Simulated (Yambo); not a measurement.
Yambo run on Ba$_{2}$RuH$_{6}$ (space group Fm-3m, No. 225). The wavefunctions are norm-conserving LDA (Quantum ESPRESSO, 88 Ry, no spin-orbit coupling) ones on a 2×2×2 mesh (21 occupied bands); a = b = c = 5.704 Å, α = β = γ = 60.00°.

Yambo input:

```
rim_cut
gw0
dyson
el_el_corr
HF_and_locXC
ppa
em1d
RandQpts= 1000000
RandGvec= 1 Ry
EXXRLvcs= 88 Ry
VXCRLvcs= 352 Ry
Chimod= "HARTREE"
% BndsRnXp
 5 | 186 |
%
NGsBlkXp= 2 Ry
% LongDrXp
 1.0 | 1.0 | 1.0 |
%
PPAPntXp= 27.2114 eV
% GbndRnge
 1 | 186 |
%
GTermKind= "BG"
DysSolver= "n"
ExtendOut
% QPkrange
 1 | 1 | 21 | 21 |
 3 | 3 | 21 | 22 |
%
```

k points by index: 1 = Γ, 3 = X.

The o-*.qp file then holds:

```
#    K-point    Band    Eo [eV]    E [eV]    E-Eo [eV]    Vxc [eV]    Vnlxc [eV]    Sc|Eo [eV]    Sc|E [eV]    dSc/dw|Eo [eV]    Re(Z)    Im(Z)
#
    1    21    0.000000    -0.086374    -0.086374    -18.84248    -22.54449    3.591540    3.615635    -7.577854    0.782175    -0.001646
    3    21    -0.237868    -0.353164    -0.115296    -18.13225    -21.77690    3.497140    3.529354    -7.592981    0.781835    -0.001678
    3    22    1.676672    2.555895    0.879222    -12.67477    -8.248374    -3.357501    -3.547178    -5.869605    0.822567    -0.001268
```
(The two width columns are left out.) Convergence of these settings isn't established.

Geometry of the Materials Project entry, not relaxed at this level.

The structure is a Materials Project entry; no match was found in the copy of COD used, and its stability was not checked.
